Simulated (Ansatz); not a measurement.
BN in space group Fmm2 (No. 42; B on 4a, N on 4a), a = 2.490 Å, b = 6.558 Å, c = 4.306 Å, α = β = γ = 90.00°; the cell used has 2 atoms.

Relaxed with LDA.

Give the optical modes at the zone centre with their infrared and Raman activity from DFPT, plane-wave PAW LDA (Ansatz code).

Transverse frequencies, without the LO–TO term; a row sums one degenerate level.

| ω (cm⁻¹) | degeneracy | IR ((D/Å)²/amu) | Raman (Å⁴/amu) | activity | symmetry |
|---|---|---|---|---|---|
| 764 | 1 | 1.96 | 1.2 | IR+Raman | B2 |
| 1388 | 1 | 27.38 | 200 | IR+Raman | A1 |
| 1389 | 1 | 27.50 | 190 | IR+Raman | B1 |

How high does the top mode go among those that the LO–TO term moves?

1616 cm⁻¹ for q along x, 819 cm⁻¹ for q along y, 1613 cm⁻¹ for q along z.

The workflow started from a Materials Project entry (that database holds measured and hypothetical structures alike); the Crystallography Open Database copy checked does not list it. It is not the phase usual at ambient conditions (space group No. 186, 194, 216). The cell was relaxed with LDA under the symmetry of its start. At this level the phase is mechanically unstable. A crystal of weakly bound layers computed without a dispersion correction: the cell and the soft elastic constants depend strongly on that.

Potentials: the earlier of the program's two PAW sets.
